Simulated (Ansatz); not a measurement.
The relaxed structure here is a generated cell of TiO2: the first start was made by placing the elements on the sites of a structure type, and the end was not matched to a known phase here, so it may be hypothetical. Known forms of TiO2 include space group No. 61, 136, 141.

A relaxed structure of TiO2. These are PBEsol (plane waves to 420 eV, PAW, scalar-relativistic; Ansatz, an electronic-structure program) values and carry that method's errors.

```cif
data_O8Ti4
_chemical_formula_sum 'Ti4 O8'
_space_group_name_H-M_alt 'P 1'
_space_group_IT_number 1
_cell_length_a 5.89655
_cell_length_b 5.89655
_cell_length_c 9.61531
_cell_angle_alpha 90.000
_cell_angle_beta 90.000
_cell_angle_gamma 120.000
loop_
_space_group_symop_operation_xyz
  'x, y, z'
loop_
_atom_site_label
_atom_site_type_symbol
_atom_site_fract_x
_atom_site_fract_y
_atom_site_fract_z
_atom_site_occupancy
Ti1 Ti 0.33333 0.66667 0.06233 1
Ti2 Ti 0.66667 0.33333 0.56233 1
Ti3 Ti 0.66667 0.33333 0.93767 1
Ti4 Ti 0.33333 0.66667 0.43767 1
O1 O 0.33333 0.66667 0.25000 1
O2 O 0.66667 0.33333 0.75000 1
O3 O 0.50000 0.00000 0.00000 1
O4 O 0.50000 0.50000 0.50000 1
O5 O 0.00000 0.50000 0.00000 1
O6 O 0.50000 0.00000 0.50000 1
O7 O 0.50000 0.50000 0.00000 1
O8 O 0.00000 0.50000 0.50000 1
```

Problem. Find the space group and the Wyckoff positions (tolerance 0.01 Å).

Solution. Space group P6₃/mmc (No. 194); a = b = 5.897 Å, c = 9.615 Å, α = β = 90.00°, γ = 120.00°

```json
[
 {"atom": "Ti", "site": "4f", "symmetry": "3m.", "x": "0.3333", "y": "0.6667", "z": "0.0623"},
 {"atom": "O", "site": "2c", "symmetry": "-6m2", "x": "0.3333", "y": "0.6667", "z": "0.2500"},
 {"atom": "O", "site": "6g", "symmetry": ".2/m.", "x": "0.5000", "y": "0.5000", "z": "0.5000"}
]
```

This is the AFLOW prototype A2B_hP12_194_cg_f (C10, as in SiO2).

Problem. Give the shortest distances between elements (the closest pairs, up to four, under 3.6 Å).

Solution. O–Ti 1.80 Å; O–O 2.95 Å.

```json
{
  "volume_per_atom": "24.13 Å³",
  "band_gap": "3.34 eV, direct at Γ (no spin-orbit coupling)"
}
```

No spin polarisation in the result.

The run could not lose the symmetry of its start, so the end can be a saddle point.
